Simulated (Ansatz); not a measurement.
**fluorite-structured ScTe₂**

Method: PBE, scalar-relativistic; no spin polarisation; PAW, 420 eV, Γ-centred 8×8×8 mesh, 0.05 eV Gaussian smearing; code Ansatz; PAW files: Ansatz's generated set soft_2.

```
Sc Te
1.0
     0.00000    3.56277    3.56277
     3.56277    0.00000    3.56277
     3.56277    3.56277    0.00000
Sc Te
1 2
Cartesian
  0.0000 0.0000 0.0000
  1.7814 1.7814 1.7814
  5.3442 5.3442 5.3442
```

The cell came from substitution into a structure type; no database entry of this phase was matched, which doesn't show that none exists.

Task: Which orbitals carry the states at the Fermi level, and how many states are there?

Result: Within 0.1 eV of it: Te 5p 76 %, Sc 3d 22 % (shares among the projected shells; no valence p shell of Sc is among them). The Fermi level sits on a steep edge: the density of states is 2.4, 2.5 and 1.2 states/eV per cell at −0.1, 0 and +0.1 eV.

Density of states (tetrahedra, averaged over 0.5 eV; states/eV per cell of 3 atoms; energy in eV from the Fermi level; projections on Löwdin-orthogonalised atomic orbitals, summed over sites):

```tsv
E	total	Te 5p	Sc 3d	Sc 4s	Te 5s
-5.10	0.1	0.1	0.0	0.0	0.0
-4.60	1.0	0.8	0.0	0.1	0.0
-4.10	1.6	1.4	0.1	0.1	0.0
-3.60	3.6	3.1	0.3	0.1	0.1
-3.10	2.9	2.4	0.4	0.1	0.1
-2.60	2.6	2.1	0.4	0.1	0.1
-2.10	0.9	0.7	0.1	0.0	0.0
-1.60	2.3	1.8	0.3	0.0	0.1
-1.10	2.1	1.6	0.4	0.0	0.1
-0.60	2.7	1.9	0.7	0.0	0.0
-0.10	2.6	1.8	0.7	0.0	0.0
0.40	0.7	0.5	0.2	0.0	0.0
0.90	0.9	0.4	0.4	0.1	0.0
1.40	7.5	0.5	6.5	0.1	0.0
1.90	0.5	0.1	0.4	0.0	0.0
2.40	3.7	0.5	2.8	0.0	0.2
2.90	3.6	1.1	2.2	0.0	0.1
3.40	4.5	1.5	2.8	0.0	0.0
3.90	0.7	0.1	0.1	0.1	0.0
```

With 43 valence electrons in the calculation's cell and no magnetic order, the bands, two electrons each, can't all be full or empty: band theory demands a metal. (Only strong correlation, outside this picture, could make a Mott insulator of it.) A formal count (Sc³⁺, Te²⁻) falls 1 electron a formula unit short of closing the anions' shells, so the anion bands keep holes, which fits the metal found.

No spin–orbit coupling, a notable omission for heavy elements. Spin polarisation wasn't tried.
